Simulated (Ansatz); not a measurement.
## Calculated with Ansatz: BeAs2, single run

input.yaml:

```yaml
crystal:
  lattice:
    - [3.645415, 0.0, 0.0]
    - [0.0, 3.645415, 0.0]
    - [0.0, 0.0, 7.547772]
  atoms:
    - { symbol: Be, position: [0.0, 0.5, 0.281] }
    - { symbol: Be, position: [0.5, 0.0, 0.719] }
    - { symbol: As, position: [0.0, 0.0, 0.0] }
    - { symbol: As, position: [0.5, 0.5, 0.0] }
    - { symbol: As, position: [0.0, 0.5, 0.639] }
    - { symbol: As, position: [0.5, 0.0, 0.361] }
  symmetry: { tolerance: 0.0003 }
kpoints:
  mp_grid: { grid: [5, 5, 3], shift: [0, 0, 0] }
magnetization:
  spin_polarized: false
scf:
  occupations: { method: fermi_dirac }
hamiltonian:
  pseudopotentials: { kind: paw }
  xc: r2scan
basis:
  ecutwfc: 500
  xc_grid: 4
output:
  forces: true
  stress: true
  eigenvalues: true
  write_density: true
  write_potential: true
  elf: true
  volumetric_format: npy
```

The command:

```bash
ansatz run input.yaml --threads 1 --pin off --max-ram 2560MiB --backend cpu --events-out ev --progress --plain --runs-dir out
```

Origin of the cell: a known structure type with other elements, at an estimated volume, so it need not be a known compound.

The smearing width isn't typed, so it takes its default of 0.1 eV.

Output (shortened):

```
Pseudopotentials: kind: paw
Pseudopotential: Be, paw, valence charge 2, recommended cutoff 500 eV (meta_gga), Be.paw.azcp
Pseudopotential: As, paw, valence charge 15, recommended cutoff 500 eV (meta_gga), As.paw.azcp
Functional definition: r2SCAN
  exchange = r2scan_x(k0 = k0, k1 = k1, a1 = a1)
  correlation = r2scan_c
Crystal: 6 atoms, lattice volume = 100.303 Å³
Basis set: ecut = 500 eV, 2563 PW (Γ), exchange–correlation on 108×108×240 points (64 copies of the dense FFT grid, shifted against one another)
Bands: 39, of which v1, the nominal top of the filled ones, is band 32 counted from 1 (31 counted from 0)
Symmetry: 16 space group operations
Space group: P4/nmm (ITA 129), of the structure as read, at distance tolerance 1.4e-3 Å
[… 7 lines left out …]
Initial density: superposition of atomic densities (neutral atoms: chi_scale 0, normalization atom), corrected by the library's trained network
Functional: x = r2scan, c = r2scan; τ floored in thin density (d = 2e-4 eV/Å³)
SCF iter   1: F=—  HF=-19641.218638 eV  Δρ=4.47e-3  dr2=4.07e-2  dr2_τ=1.84e-2
SCF iter   2: F=—  HF=-19641.282853 eV  Δρ=3.08e-3  dr2=1.61e-2  dr2_τ=9.73e-5  defer=2
SCF iter   3: F=—  HF=-19641.281937 eV  Δρ=1.68e-3  dr2=4.68e-3  dr2_τ=4.00e-5  defer=2
SCF iter   4: F=—  HF=-19641.281260 eV  Δρ=1.95e-4  dr2=8.94e-5  dr2_τ=3.64e-6  defer=2
SCF iter   5: F=—  HF=-19641.281300 eV  Δρ=6.50e-5  dr2=7.96e-6  dr2_τ=1.10e-7  defer=2
SCF iter   6: F=—  HF=-19641.281300 eV  Δρ=2.97e-5  dr2=3.83e-6  dr2_τ=2.68e-8  defer=2
SCF iter   7: F=—  HF=-19641.281300 eV  Δρ=1.38e-5  dr2=2.89e-7  dr2_τ=9.61e-9  defer=2
SCF iter   8: F=-19641.281300 eV  HF=-19641.281300 eV  Δρ=3.80e-6  dr2=2.05e-8  dr2_τ=1.66e-10
SCF 1 converged in 8 iterations: F = -19641.281300 eV  dr2 = 2.05e-8
SCF converged after 8 iterations
Free energy (F): -19641.281300 eV
Harris-Foulkes:  -19641.281300 eV  (|F-HF|=2.68e-9)
Internal energy: -19641.208000 eV  (E = F + TS)
E sigma→0 (E₀):  -19641.244650 eV
Entropy (-TS):   -0.073300 eV (-12.217 meV/atom)
Fermi energy:    10.590117 eV
--- Per-component energies (eV) ---
  E_band       = -946.959443
  E_kinetic    = 442.443381
  E_local      = -7108.179618  (includes V_loc(G=0)·N_el)
  E_nonlocal   = -2673.737620
  E_hartree    = 3934.213294
  E_xc         = -331.022113
  E_vxc        = -379.199660  (∫ρ·V_xc dr)
  E_paw        = -7509.267119  (= ΣΔE_a)
  E_vpaw       = 882.894803  (= ΣTr[D̂ρ^β])
  E_aug_tail   = -0.000023  (compensation charges beyond the density's cutoff)
  E_vtau       = 20.393131  (kinetic-family band-sum trace: ∫τ·v_τ [+ j·A + Jᵃ·Aᵃ] dr)
  E_ewald      = -6389.804496
  E_core_change = -5.853685  (= ΣΔE_core)
  E_smearing   = -0.073300  (= −TS)
  Σ components = -19641.281300   (vs F -19641.281300, Δ=0.00e0)
--- Forces (eV/Å), atoms counted from 1 ---
  atom   1  Be     0.000000     0.000000     0.540344
  atom   2  Be     0.000000     0.000000    -0.540344
  atom   3  As     0.000000     0.000000    -0.000000
  atom   4  As     0.000000     0.000000    -0.000000
  atom   5  As     0.000000     0.000000    -0.837723
  atom   6  As     0.000000     0.000000     0.837723
  max |Σ_I F_I| component: 0.00e0 eV/Å
--- Stress (GPa, compression-positive) ---
       -0.610431       0.000000       0.000000
        0.000000      -0.610431       0.000000
        0.000000       0.000000      -7.154461
  P = ⅓ Tr σ = -2.7918 GPa (-27.918 kbar)
```

Caveats: the k mesh is coarse if the cell is a metal.

Time: 9.9 s on 1 thread of Intel(R) Xeon(R) Platinum 8375C CPU @ 2.90GHz (Ice Lake), on a shared host, peak memory 0.6 GiB, from the program's own first density.
